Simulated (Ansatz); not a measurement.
SiO2: ¹⁷O NMR of the central transition

Cell: an entry of the Crystallography Open Database (COD).

Space group P4_12_12 (No. 92); a = 4.9790, c = 6.9500 Å.

| site | Wyckoff | site symmetry | x | y | z |
| --- | --- | --- | --- | --- | --- |
| Si | 4a | ..2 | 0.3002 | 0.3002 | 0.0000 |
| O | 8b | 1 | 0.2394 | 0.1049 | 0.1785 |

One atom of each set is listed.

Level of theory: DFT, PBE, plane waves and PAW (field gradients read without the response of the frozen cores, which leaves them typically 4 to 6 % off), scalar-relativistic, 420 eV cutoff, Γ-centred 5×5×4 k-points, Fermi–Dirac smearing 0.02 eV (Ansatz 0.2.0).

¹⁷O has I = 5/2 and Q = -25.58 mb (Pyykkö 2018); at 16.4 T its Larmor frequency is ν₀ = 94.7 MHz. Only the quadrupole interaction is simulated: positions count from each site's isotropic chemical shift, and J coupling is left out, as are shift anisotropy and dipolar coupling, which fast spinning averages.

(1) Simulate the second-order pattern (fast magic-angle spinning, Gaussian broadening 0.2 kHz) of site O (2 Si at 1.60–1.61 Å, angle 146°).

## Answers

(1) The calculation gives C_Q = -5.88 MHz and η = 0.14, so ν_Q = 0.882 MHz and the centre of gravity lies at -23.3 ppm (-2.20 kHz).

(offset (kHz), height): (-5.744, 0), (-5.604, 1), (-5.463, 4), (-5.323, 6), (-5.182, 7), (-5.042, 7), (-4.901, 7), (-4.761, 7), (-4.620, 7), (-4.480, 7), (-4.339, 7), (-4.199, 8), (-4.058, 8), (-3.918, 8), (-3.777, 11), (-3.636, 30), (-3.496, 55), (-3.355, 77), (-3.215, 84), (-3.074, 67), (-2.934, 57), (-2.793, 52), (-2.653, 50), (-2.512, 48), (-2.372, 47), (-2.231, 47), (-2.091, 47), (-1.950, 48), (-1.810, 50), (-1.669, 52), (-1.529, 56), (-1.388, 61), (-1.248, 71), (-1.107, 92), (-0.967, 100), (-0.826, 80), (-0.686, 59), (-0.545, 23), (-0.405, 2), (-0.264, 0)

At O V_zz runs parallel to the line that joins its two neighbours (within 1°).

The calculated pressure of 6 GPa (PBE) comes largely from the unrelaxed atoms: it is 1.1 GPa once they are relaxed in the same cell. The largest force is 0.4 eV/Å, so the atoms aren't at the calculated equilibrium and relaxing them would move these values.

Hardware: 1 thread of Intel Xeon Platinum 8259CL CPU @ 2.50GHz (Skylake/Cascade Lake) (x86_64; 16 cores open to the job, memory cap 3.0 GiB, no GPU), a shared host with a load of 0.3 a core. Wall time 15 s, CPU time 15 s, peak memory 0.43 GiB.
